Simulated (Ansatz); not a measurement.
The calculation used Ansatz, DFT PBE, scalar-relativistic, plane waves, PAW. The final run on the 6-atom cell used 420 eV, a Γ-centred 12×12×4 mesh, 0.10 eV smearing and no spin polarisation.

Formation energies are uncorrected and count from the elements' standard states at the same level.

Problem. Find a candidate trigonal metal that holds Be and 2 more elements, with a formation energy near −0.10 eV/atom and about 14 Å³ per atom, in a cell of 6 atoms. Its symmetry should be P-3m1 (No. 164).

Solution. TaBe₂P₃, space group P-3m1 (No. 164). Ta is surrounded by 6 P at 2.54 Å; Be is surrounded by 3 P at 2.26 Å and 3 P at 2.44 Å; P on a site of symmetry 3m is surrounded by 3 Be at 2.44 Å and 3 Ta at 2.54 Å; around P on a site of symmetry -3m lie 6 Be at 2.26 Å.

```cif
data_structure
_symmetry_space_group_name_H-M 'P 1'
_symmetry_Int_Tables_number 1
_cell_length_a 3.2921
_cell_length_b 3.2921
_cell_length_c 8.9065
_cell_angle_alpha 90.000
_cell_angle_beta 90.000
_cell_angle_gamma 120.000
_cell_volume 83.59
loop_
_atom_site_label
_atom_site_type_symbol
_atom_site_fract_x
_atom_site_fract_y
_atom_site_fract_z
_atom_site_occupancy
Ta1 Ta 0.00000 0.00000 0.50000 1
Be1 Be 0.33333 0.66667 0.86200 1
Be2 Be 0.66667 0.33333 0.13800 1
P1 P 0.66667 0.33333 0.68966 1
P2 P 0.00000 0.00000 0.00000 1
P3 P 0.33333 0.66667 0.31034 1
```

The volume per atom is 13.93 Å³. The density is 5.80 g/cm³. The formation energy is −0.10 eV/atom. The gap on the 12×12×4 mesh of the 6-atom cell is 0 eV (a metal).

The structure comes from a generated guess, relaxed at this level; another structure or a mixture of phases may lie lower. The answer needn't be unique; the calculation gave this one.

Spin–orbit coupling, which can matter for Ta, is left out. The reference form of P is held partly by dispersion forces, which this level lacks. Symmetry constrained the relaxation, so the result can be a saddle point.
